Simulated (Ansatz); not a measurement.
Values for one crystal, relaxed and computed with r²SCAN (plane waves, PAW; program Ansatz); other levels are named.

- Volume per atom: 12.32 Å³
- Band gap: 4.15 eV (indirect)
- Smallest direct gap on the standard path: 4.41 eV
- HSE06 gap on the r²SCAN cell: 5.06 eV
- Formation energy from the elements (no fitted shifts): -0.41 eV/atom
- Valence-band maximum: at Γ
- Electron effective mass: 0.40, 1.6, 3.7 mₑ (principal values)

Q: Pick the material that matches.
A) K2NaInP2, Ibam (K on 8j, Na on 4a, In on 4b, P on 8j)
B) K3MnCrO8, R3m (Pearson symbol hR13)
C) BN, zinc blende
D) P3N5, C2/c (Pearson symbol mS32)

A: D, P3N5, C2/c (Pearson symbol mS32)

The workflow started from a Materials Project entry (that database holds measured and hypothetical structures alike); the Crystallography Open Database copy checked does not list it. Whether it is the stable phase at ambient conditions was not checked. The cell was relaxed with r²SCAN under the symmetry of its start; whether a distortion lowers the energy is not shown. The references are the lowest solids computed at this level, not always the standard phases (solids in place of the gases).

Potentials: the later of the program's two PAW sets.
